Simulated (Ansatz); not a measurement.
Relaxed Rh (fcc, Cu type):

```
CELL_PARAMETERS angstrom
      0.00000     3.83006     3.83006
      1.91503     0.00000     1.91503
      1.91503     1.91503     0.00000
ATOMIC_POSITIONS crystal
  Rh 0.00000 0.00000 0.00000
  Rh 0.50000 0.00000 0.00000
```

The atoms are displaced by Q × the pattern below (from a DFPT mode at L = (0.5, 0.0, 0.0), largest move 1; Q in Å), at fixed cell. (q is in reciprocal vectors of the primitive cell; the cell shown is doubled to hold the pattern.)

```tsv
atom	x	y	z
Rh1	-0.577	0.577	0.577
Rh2	0.577	-0.577	-0.577
```

All values below come from PBE (plane waves to 420 eV, PAW, scalar-relativistic; Ansatz, a quantum-chemistry and plane-wave program). k mesh 21×21×21 (Γ-centred), Fermi-Dirac smearing 0.05 eV. Stress and pressure are positive under compression. With partly filled bands, energies and forces of such displacements shift with the k mesh and the smearing. Rh is run without spin polarisation. Rh was relaxed with its symmetry unable to fall. 

```
Q (Å)   P (GPa)  −dE/dQ from forces (eV/Å)
------  -------  -------------------------
-0.100      [?]                      4.313
-0.083      4.1                      3.545
-0.067      2.6                      2.809
-0.050      1.5                      2.096
-0.033      0.7                      1.393
-0.017      0.2                      0.696
0.000       0.0                      0.000
0.017       0.2                     -0.696
0.033       0.7                     -1.393
0.050       1.5                     -2.096
0.067       2.6                     -2.809
0.083       4.1                     -3.545
0.100       [?]                     -4.313
```

Some entries are withheld; supply them.


- -0.100, P (GPa): 5.9
- 0.100, P (GPa): 5.9

(A displaced cell: forces are minus the slopes of the energy, force constants its curvatures, and phonons follow from these.)
